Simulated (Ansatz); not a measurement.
## Au: enthalpies of structure types against pressure

All-electron LAPW in Ansatz 0.2.0 under LDA, scalar-relativistic, energies extrapolated to zero smearing. Each structure type was compressed from its own relaxed volume, symmetry kept and shape relaxed on PAW files, and E(V) was fitted to energies and pressures; H = E + pV has no temperature or zero-point term. Only these types were tried: fcc (Fm-3m, 18×18×18 mesh, 16.59 Å³/atom at rest); bcc (Im-3m, 17×17×17 mesh, 16.63 Å³/atom at rest); diamond (Fd-3m, 12×12×12 mesh, 26.35 Å³/atom at rest); sc (Pm-3m, 14×14×14 mesh, 18.98 Å³/atom at rest); hcp (P6_3/mmc, 15×15×8 mesh, 16.60 Å³/atom at rest). Spin polarisation is left out. Spin–orbit coupling is left out; Fermi–Dirac smearing is 0.05 to 0.1 eV. Enthalpies carry a few meV/atom of noise from meshes and fits.

Enthalpies against fcc:

```csv
p (GPa),fcc (meV/atom),bcc (meV/atom),diamond (meV/atom),sc (meV/atom),hcp (meV/atom)
0,0,24,1007,271,4
16,0,26,1850,484,4
42,0,30,2933,768,3
79,0,32,4199,1102,2
160,0,35,6441,1698,0
260,0,33,8702,2306,-2
390,0,27,11187,2983,-4
500,0,19,13036,3492,-7
```

Q: What sequence of phases does this give?

A: The lowest types lie within 5 meV/atom of each other over much of the range, too close to call on these meshes: fcc and hcp compete.
